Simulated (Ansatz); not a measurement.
Relaxed-ion elastic tensor of La (dhcp (α-La type), space group No. 194) in GPa (Voigt order), DFT-r²SCAN in the program Ansatz with PAW potentials; density 6.19 g/cm³, 37.24 Å³ per atom.

```csv
,1,2,3,4,5,6
1,42.9,17.7,9.7,0.0,0.0,0.0
2,17.7,42.9,9.7,0.0,0.0,0.0
3,9.7,9.7,49.0,0.0,0.0,0.0
4,0.0,0.0,0.0,12.3,0.0,0.0
5,0.0,0.0,0.0,0.0,12.3,0.0
6,0.0,0.0,0.0,0.0,0.0,12.6
```

Task: Is the crystal mechanically stable?

Result: Yes: the smallest eigenvalue of C is 12.3 GPa.

Task: Work out the Voigt, Reuss and Hill averages.

Result: K_V = 23.2, K_R = 23.2, K_H = 23.2; G_V = 13.9, G_R = 13.4, G_H = 13.7 GPa.

Task: Give Young's modulus, Poisson's ratio, Pugh's ratio and the universal anisotropy index.

Result: E = 9KG/(3K + G) = 34.3 GPa; ν = 0.25; K/G = 1.70 (near the Pugh limit of 1.75, no verdict); A_U = 5G_V/G_R + K_V/K_R − 6 = 0.18.

Task: Estimate the sound speeds and the Debye temperature.

Result: v_l = √((K + 4G/3)/ρ) = 2590 m/s, v_t = √(G/ρ) = 1490 m/s, mean 1650 m/s; Θ = (h/k)(3n/4πV)^(1/3) v_m = 147 K.

Task: How much does each axis shrink under pressure?

Result: Linear compressibilities β_i = Σ_j S_ij (j = 1 to 3): x 14, y 14, z 15 per TPa.

Space group P6_3/mmc (dhcp (α-La type)). The r²SCAN relaxation kept the symmetry of its start; of distortions, only those at the zone centre were tested. As this level gives no gap, shear constants depend on the k-mesh and smearing (Fermi–Dirac, 0.1 eV here). Scalar-relativistic: spin–orbit coupling is off unless named, which matters more the heavier the elements.

Potentials: the later of the program's two PAW sets.
